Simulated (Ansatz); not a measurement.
Total density of states per atom from the program Ansatz at the r²SCAN+D4 level (PAW), in 0.25 eV bins, energy from the valence-band maximum:

| E (eV) | states/eV/atom |
|---|---|
| -7.85 | 0.00 |
| -7.60 | 0.00 |
| -7.35 | 0.00 |
| -7.10 | 0.00 |
| -6.85 | 0.00 |
| -6.60 | 0.00 |
| -6.35 | 0.00 |
| -6.10 | 0.00 |
| -5.85 | 0.10 |
| -5.60 | 0.36 |
| -5.35 | 0.45 |
| -5.10 | 0.74 |
| -4.85 | 1.27 |
| -4.60 | 0.71 |
| -4.35 | 0.45 |
| -4.10 | 0.34 |
| -3.85 | 0.93 |
| -3.60 | 1.02 |
| -3.35 | 0.79 |
| -3.10 | 0.78 |
| -2.85 | 1.00 |
| -2.60 | 0.95 |
| -2.35 | 0.60 |
| -2.10 | 0.74 |
| -1.85 | 1.52 |
| -1.60 | 1.24 |
| -1.35 | 1.02 |
| -1.10 | 0.89 |
| -0.85 | 0.72 |
| -0.60 | 1.16 |
| -0.35 | 0.74 |
| -0.10 | 0.13 |
| 0.15 | 0.00 |
| 0.40 | 0.00 |
| 0.65 | 0.00 |
| 0.90 | 0.02 |
| 1.15 | 0.68 |
| 1.40 | 1.16 |
| 1.65 | 1.51 |
| 1.90 | 1.08 |
| 2.15 | 0.84 |
| 2.40 | 1.11 |
| 2.65 | 0.68 |
| 2.90 | 0.54 |
| 3.15 | 0.43 |
| 3.40 | 1.22 |
| 3.65 | 0.51 |
| 3.90 | 0.54 |
| 4.15 | 0.34 |
| 4.40 | 0.16 |
| 4.65 | 0.21 |
| 4.90 | 0.27 |
| 5.15 | 0.27 |
| 5.40 | 0.27 |
| 5.65 | 0.18 |

Problem. Which of these materials gives this?
A) Te2Mo, P6_3/mmc (Mo on 2c, Te on 4f)
B) Ba, bcc (W type)
C) Al, fcc (Cu type)
D) Mo, bcc (W type)

Solution. A, Te2Mo, P6_3/mmc (Mo on 2c, Te on 4f). Top 1 eV of the valence band: Mo 4d 59 %, Te 5p 36 %. Bottom 1 eV of the conduction band: Mo 4d 68 %, Te 5p 25 %. Projections are on Löwdin-orthogonalised atomic valence shells; empty p or d shells of many metals are not among them.

The r²SCAN+D4 relaxation kept the symmetry of its start; of distortions, only those at the zone centre were tested. The run is not spin-polarised. Scalar-relativistic: spin–orbit coupling is off unless named, which matters more the heavier the elements.

Potentials: the later of the program's two PAW sets.
